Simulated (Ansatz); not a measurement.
Values for one crystal, relaxed and computed with DFT-r²SCAN in the program Ansatz with PAW potentials; other levels are named.

```yaml
volume_per_atom: 25.86 Å³
electronic_character: metallic (no gap)
Formation energy from the elements (no fitted shifts): -0.17 eV/atom
Density of states at the Fermi level: 0.49 states/eV per atom (mean over ±0.08 eV)
```

**Question.** Pick the material that matches.
(A) GdGa2, P6/mmm (Gd on 1a, Ga on 2d)
(B) AlRh, CsCl type
(C) YCo, R-3m (Y on 6c, Co on 6c)
(D) LuTl3, Cu3Au type

**Answer.** D, LuTl3, Cu3Au type

Space group Pm-3m (Cu3Au type). The workflow started from a Materials Project entry (that database holds measured and hypothetical structures alike); the Crystallography Open Database files this formula in space group No. 221, but the cells were not matched. Its standing as an ambient phase is unchecked. The cell was relaxed with r²SCAN under the symmetry of its start; whether a distortion lowers the energy is not shown. The references are the lowest solids computed at this level, not always the standard phases. Scalar-relativistic: spin–orbit coupling is off unless named, which matters more the heavier the elements.

Potentials: the later of the program's two PAW sets.
